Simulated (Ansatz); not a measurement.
CoO (NiAs type, P6_3/mmc), plane-wave PAW r²SCAN (Ansatz code). The conduction-band minimum lies at A, with 1 equivalent valley. Second derivatives d²E/dk² of the lowest band at one valley (eV·Å²), along Cartesian directions:

```json
[
 {"direction": "[100]", "d²E/dk²": "5.712"},
 {"direction": "[010]", "d²E/dk²": "5.712"},
 {"direction": "[001]", "d²E/dk²": "7.161"},
 {"direction": "[110]", "d²E/dk²": "5.712"},
 {"direction": "[101]", "d²E/dk²": "6.437"},
 {"direction": "[011]", "d²E/dk²": "6.437"}
]
```

### Question
Find the principal effective masses, the density-of-states mass and the conductivity mass.

### Answer
Off-diagonal terms follow from H_xy = H[110] − (H_xx + H_yy)/2, and m*/mₑ = 7.620 eV·Å² over each eigenvalue: 1.1, 1.3, 1.3. One valley's DOS mass (m₁m₂m₃)^(1/3) = 1.2, conductivity mass 3/(Σ 1/mᵢ) = 1.2 mₑ.

### Question
What effective density of states Nc follows at 300 K for parabolic valleys?

### Answer
Nc = 2.509e19 × 1 × (1.2)^(3/2) ≈ 3.3e19 cm⁻³.

The start of the workflow was typed in or built on a structure type; neither database checked (COD, Materials Project) lists it. It is not the phase usual at ambient conditions (space group No. 225). Symmetry was held in the r²SCAN relaxation, as lowered by the spin order; its stability against distortions is not shown here. The final state is antiferromagnetic, chosen from 5 collinear starts compared on coarse meshes (ties went to the first, and starts can fall back to one state), not a proven ground state. Other orbital occupations within this spin state were not tried. No Hubbard U is applied. Point labels and valley counts follow the cell and symmetry of the run, lower than the named group.

Potentials: the earlier of the program's two PAW sets.

Edges and masses are those of Kohn–Sham bands, whose gap is no quasiparticle gap.
